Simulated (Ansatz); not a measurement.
Problem. TaRu (rock salt, Fm-3m) is relaxed with DFT-PBE in the program Ansatz with PAW potentials. What lattice parameters of the conventional cell result?

Solution. a = 5.207 Å.

The start of the workflow was typed in or built on a structure type; neither database checked (COD, Materials Project) lists it. COD files the formula under space group No. 123, 221, so this cell is another polymorph or a model. Its standing as an ambient phase is unchecked. The PBE relaxation kept the symmetry of its start; its stability against distortions is not shown here. No spin polarisation was allowed. Its formation energy is positive at this level, so the cell may be metastable or incomplete. Spin–orbit coupling is left out wherever it is not named.

Potentials: the later of the program's two PAW sets.
